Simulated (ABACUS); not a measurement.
Band structure of Te (R-3m, 1 atom in the cell; from Materials Project mp-1178932).

```
CELL_PARAMETERS angstrom
      2.30591     1.33132     1.69095
     -2.30591     1.33132     1.69095
      0.00000    -2.66263     1.69095
ATOMIC_POSITIONS crystal
  Te 0.50000 0.50000 0.50000
```

All values come from this method and carry its errors: PBEsol, PseudoDojo 0.4 standard norm-conserving PBEsol (tails mended) pseudopotentials (plane waves; ABACUS 3.10.1).

Settings: KPT = Gamma 10 10 10 0 0 0; basis_type = pw; ecutwfc = 82.3 Ry; smearing_method = gaussian; smearing_sigma = 0.00999582 Ry; potentials = PseudoDojo 0.4 standard norm-conserving PBEsol (tails mended); symmetry = 1; nbands = 20; ks_solver = cg; scf_nmax = 100; scf_thr = 1.0e-09 Ry; mixing_type = pulay.

Spin-orbit coupling is left out, which matters for bands and gaps with elements this heavy. The structure comes from a collection of computed structures, made at another level of theory; the collection holds predicted forms beside known ones.

Points are given in units of this cell's reciprocal vectors. Levels in eV from the Fermi level, bands 6 to 13:
```
point                          6      7      8      9    10     11     12     13
------------------------  ------  -----  -----  -----  ----  -----  -----  -----
Γ (0 0 0)                 -14.01   0.95   1.41   1.41  6.16   6.16   6.54  16.46
P (0.468 -0.532 0.468)     -8.36  -3.44  -3.44  -2.47  3.97   3.97   5.04   7.61
Z (0.5 -0.5 0.5)           -8.27  -3.44  -3.44  -2.48  3.87   3.87   5.38   7.00
Q (0.436 0.436 0.436)      -8.60  -3.41  -3.41  -2.45  4.26   4.26   4.64   8.85
F (0.5 -0.5 0)            -10.24  -5.02  -4.27   1.89  3.93  10.82  12.05  12.50
P1 (0.532 -0.468 -0.468)   -8.36  -3.44  -3.44  -2.47  3.97   3.97   5.04   7.61
Q1 (0.564 -0.436 -0.436)   -8.60  -3.41  -3.41  -2.45  4.26   4.26   4.64   8.85
L (0.5 0 0)               -12.13  -6.35   2.44   2.77  7.89   9.08   9.82  11.32
```

3 bands cross the Fermi level along this path, so the cell has no gap at this level.

“Tails mended”: in these copies of the files the far tail of each local potential was reset to the Coulomb form.
